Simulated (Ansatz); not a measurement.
Computed with Ansatz, DFT PBE, scalar-relativistic, plane waves, PAW. Settings: cutoff 420 eV, Γ-centred meshes spaced at most about 0.3 Å⁻¹, and about 0.25 Å⁻¹ or finer for metals (2π included), Gaussian smearing. No spin polarisation in the final relaxations.

These are static total energies at zero pressure.

Two relaxed structures of Sn₂Bi₂Te:

A. Space group P-3m1 (No. 164), trigonal, a = 4.362 Å, c = 10.015 Å. Around Sn lie 3 Te at 3.19 Å and 3 Bi at 3.22 Å; Bi has 3 Sn at 3.22 Å and 3 Bi at 3.26 Å; Te is surrounded by 6 Sn at 3.19 Å.

B. Space group P6/mmm (No. 191), hexagonal, a = 5.484 Å, c = 8.889 Å. Sn is surrounded by 1 Te at 2.79 Å, 1 Sn at 3.31 Å and 6 Bi at 3.57 Å; Bi is surrounded by 3 Bi at 3.17 Å and 6 Sn at 3.57 Å; Te is surrounded by 2 Sn at 2.79 Å.

Task: Which is lower in energy, and by how much?

Result: A is lower, by 291 meV/atom. A has space group P-3m1 (No. 164), 33.0 Å³/atom and no gap on its mesh; B has space group P6/mmm (No. 191), 46.3 Å³/atom and no gap. Counting Bi or Sn atoms around Te (for each partner element, those within 1.25 times its shortest distance or 1.15 times the sum of covalent radii, where it is the nearest in units of that sum or under 1.3), A has Te 6 and B has Te 2. The denser one is the lower, and pressure would at first widen the difference. Both come from invented guesses.

These runs have no spin–orbit coupling, which can matter for Bi and Te. With atoms moved at random, P-3m1 came back. Other cells relaxed within their symmetry can be saddle points.
